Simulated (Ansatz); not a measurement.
# Notes on BiCClO2

```
CELL_PARAMETERS angstrom
3.01598 2.98059 0.00000
3.01598 -2.98059 0.00000
0.87225 0.00000 -9.52542
ATOMIC_POSITIONS crystal
C 0.63300 0.36700 0.50000
C 0.36700 0.63300 0.50000
Cl 0.27300 0.27300 0.88110
Cl 0.72700 0.72700 0.11890
O 0.78800 0.32800 0.61090
O 0.67200 0.21200 0.38910
O 0.21200 0.67200 0.38910
O 0.32800 0.78800 0.61090
Bi 0.77320 0.77320 0.77700
Bi 0.22680 0.22680 0.22300
```

The numbers come from plane-wave PAW DFT (Ansatz): PBE, no spin polarisation, 420 eV, 7×7×3 Γ-centred k points, fermi-dirac occupations (width 0.1 eV). Nothing was relaxed.

**Forces.** The largest is on C1 (and as large on other atoms): 2.15 eV/Å, components (0.00, -2.15, 0.00). It makes 117° with the line to a nearest neighbour, O5 at 1.28 Å.
**At the Fermi level.** It is a metal, with about 5.1 states/eV a cell as the mean within 0.25 eV of the Fermi level, mostly Bi p (65 %).
**Stress.** The pressure is -3.3 GPa (compression positive), so with the atoms held at these fractions the cell would first shrink; the forces are large, so a full relaxation may end otherwise. The principal stresses -5.8, -3.7, -0.5 GPa differ, so its shape would change too.
**Charges.** Bader charges in e: Bi +1.46, C +1.51, Cl -0.66, O -1.16. In the mean C gives up most and O takes most.

Origin: a known structure type with other elements, at an estimated volume, so it need not be a known compound. Caveats: many states at the Fermi level without spin polarisation, so a magnetic state may lie lower; atoms or cell far from equilibrium.
